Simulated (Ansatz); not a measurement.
## Relaxation path: Bi

DFT, LDA, PAW with Ansatz's default frozen-core files, scalar-relativistic (Ansatz 0.2.0); a Γ-centred 14×14×14 k mesh, Fermi–Dirac smearing of 0.05 eV, no spin polarisation. The run relaxes cell and atoms at a target pressure of 0 GPa.

Command: `ansatz run input.yaml --threads 1 --pin off --max-ram 3072MiB --backend cpu --events-out ev --progress --plain --runs-dir out` It took 110 s on 1 thread of Arm Neoverse V2, with other jobs on the host, peak memory 0.58 GiB.

PAW: frozen-core files, cutoff 420 eV; forces are relaxed below 0.003 eV/Å.

Each step lists its free energy a cell above the last geometry, the pressure, the cell vectors (Å), and Cartesian positions (Å) with forces (eV/Å).

The first step:

```
step 1  dF = 31.64 meV  P = -2.50 GPa
  cell 2.2732 1.3124 3.9540  -2.2732 1.3124 3.9540  0.0000 -2.6248 3.9540
  Bi 0.0000 0.0000 9.0506   0.0000 0.0000 0.2179
  Bi 0.0000 0.0000 2.8113   0.0000 0.0000 -0.2179
```

Spin–orbit coupling is left out, which matters for the heavy atoms. The PAW files were made under PBE.

**Question.** Where does the relaxation end, and by which steps?

**Answer.** After 6 geometries, with conventional a, b, c = 4.493, 4.493, 11.499 Å, at 33.504 Å³/atom (-5.32 % against the start) in space group R-3m, with a shortest distance of 3.060 Å. The further steps:
```
step 2  dF = 17.64 meV  P = 1.89 GPa
  cell 2.2225 1.2832 3.8365  -2.2225 1.2832 3.8365  0.0000 -2.5664 3.8365
  Bi 0.0000 0.0000 8.8094   0.0000 0.0000 -0.3343
  Bi 0.0000 0.0000 2.7002   0.0000 0.0000 0.3343
step 3  dF = 1.21 meV  P = -0.23 GPa
  cell 2.2444 1.2958 3.8752  -2.2444 1.2958 3.8752  0.0000 -2.5916 3.8752
  Bi 0.0000 0.0000 8.8785   0.0000 0.0000 -0.0297
  Bi 0.0000 0.0000 2.7470   0.0000 0.0000 0.0297
step 4  dF = 0.36 meV  P = -0.01 GPa
  cell 2.2493 1.2986 3.8123  -2.2493 1.2986 3.8123  0.0000 -2.5972 3.8123
  Bi 0.0000 0.0000 8.7153   0.0000 0.0000 0.0357
  Bi 0.0000 0.0000 2.7217   0.0000 0.0000 -0.0357
step 5  dF = 0.00 meV  P = -0.02 GPa
  cell 2.2464 1.2970 3.8341  -2.2464 1.2970 3.8341  0.0000 -2.5939 3.8341
  Bi 0.0000 0.0000 8.7729   0.0000 0.0000 0.0030
  Bi 0.0000 0.0000 2.7294   0.0000 0.0000 -0.0030
step 6  dF = 0.00 meV  P = 0.00 GPa
  cell 2.2464 1.2970 3.8331  -2.2464 1.2970 3.8331  0.0000 -2.5939 3.8331
  Bi 0.0000 0.0000 8.7710   0.0000 0.0000 -0.0003
  Bi 0.0000 0.0000 2.7284   0.0000 0.0000 0.0003
step 7  dF = 0.57 meV  P = 0.00 GPa  (same geometry on a basis chosen anew; earlier energies don't compare to the last digit)
  cell 2.2464 1.2970 3.8331  -2.2464 1.2970 3.8331  0.0000 -2.5939 3.8331
  Bi 0.0000 0.0000 8.7710   0.0000 0.0000 -0.0003
  Bi 0.0000 0.0000 2.7284   0.0000 0.0000 0.0003
```
